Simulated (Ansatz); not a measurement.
Trial structure of Al3InAs4, not yet relaxed:

Space group I-42m (No. 121). a = 5.516 Å, b = 5.516 Å, c = 11.032 Å, α = 90.00°, β = 90.00°, γ = 90.00°
```json
{"atom": "Al", "site": "2a", "symmetry": "-42m", "x": "0.0000", "y": "0.0000", "z": "0.0000"}
{"atom": "Al", "site": "4d", "symmetry": "-4..", "x": "0.5000", "y": "0.0000", "z": "0.2500"}
{"atom": "In", "site": "2b", "symmetry": "-42m", "x": "0.5000", "y": "0.5000", "z": "0.0000"}
{"atom": "As", "site": "8i", "symmetry": "..m", "x": "0.2500", "y": "0.2500", "z": "0.3750"}
```

These are results of Ansatz 0.2.0, DFT PBE, scalar-relativistic, plane waves, PAW, not measurements. Settings: cutoff 420 eV, Γ-centred mesh 4×4×4 on the computed 8-atom cell, Gaussian smearing of 0.10 eV; no spin polarisation.

The zero of energy is the elements' standard structures at the same level; no fitted shifts are applied.

**Question.** What does a single point on this coarse mesh give?

**Answer.** The pressure is 16.4 GPa (the mean over three directions, positive in compression), the largest force is 2.15 eV/Å, and the energy is −0.20 eV/atom against the elements. The shortest distance is 2.39 Å.

**Question.** Is it a good guess?

**Answer.** A rough one: relaxing gains about 0.22 eV/atom in 9 ionic steps and ends at −0.421 eV/atom on the finer mesh. The symmetry stays I-42m (No. 121). The volume per atom grows by 18.3 %, from 21.0 to 24.8 Å³. The shortest distance goes from 2.39 Å (Al–As and In–As) to 2.48 Å (Al–As). Conventional cell: a = 5.837 Å, c = 11.657 Å. Al on a site of symmetry -42m is surrounded by 4 As at 2.48 Å; In is surrounded by 4 As at 2.65 Å; around As lie 3 Al at 2.48–2.49 Å and 1 In at 2.65 Å; 1 more site not described.

The last run used an 8×8×8 mesh for its 8-atom cell and Gaussian smearing of 0.02 eV. The reference form of As is held partly by dispersion forces, which this level lacks. The relaxation can't lower the symmetry of the start, and the grade says only how near the guess is to its own end. A later test with randomly moved atoms came back to the same energy, though modes that don't fit the test's cell weren't probed.
